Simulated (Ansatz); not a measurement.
GaN:
```xyz
6
Lattice="3.1119 0.0000 0.0000 -1.5559 2.6950 0.0000 0.0000 0.0000 7.3510" Properties=species:S:1:pos:R:3 pbc="T T T"
Ga     0.7780     1.3475     1.2252
Ga     1.5559     0.0000     3.6755
Ga    -0.7780     1.3475     6.1258
N      0.7780     1.3475     4.9006
N      1.5559     0.0000     0.0000
N     -0.7780     1.3475     2.4503
```

Relaxed with r²SCAN+D4. Special points in fractions of this cell's reciprocal vectors: Γ (0.000, 0.000, 0.000); M (0.500, 0.000, 0.000); K (0.333, 0.333, 0.000); A (0.000, 0.000, 0.500); L (0.500, 0.000, 0.500); H (0.333, 0.333, 0.500).

Question: List the band energies nearest the valence-band maximum at these points for plane-wave PAW r²SCAN+D4 (Ansatz code).

Answer: In eV from the valence-band maximum; about four levels below and three above (degenerate sets whole), none deeper than 8.9 eV; points with the same levels are listed once.

| k | below | above |
|---|---|---|
| Γ | -0.31 -0.31 -0.16 -0.06 | 1.98 5.06 5.06 |
| M | -2.13 -1.97 -1.50 -1.27 | 3.39 5.18 5.30 |
| K | -3.84 -3.84 -2.48 -1.53 -1.53 | 5.05 5.60 5.60 |
| A | -0.33 -0.17 -0.17 0.00 | 3.80 3.80 5.13 |
| L | -1.98 -1.69 -1.47 -1.31 | 4.08 5.04 5.17 |
| H | -3.46 -3.46 -2.31 -1.10 | 5.20 6.64 6.64 |

Space group P6_422. The start of the workflow was typed in or built on a structure type; neither database checked (COD, Materials Project) lists it. It is not the phase usual at ambient conditions (space group No. 186, 216). Symmetry was held in the r²SCAN+D4 relaxation; whether a distortion lowers the energy is not shown. The volume moved by -23 % from the start of the relaxation. Scalar-relativistic: spin–orbit coupling is off unless named, which matters more the heavier the elements.

Potentials: the later of the program's two PAW sets.
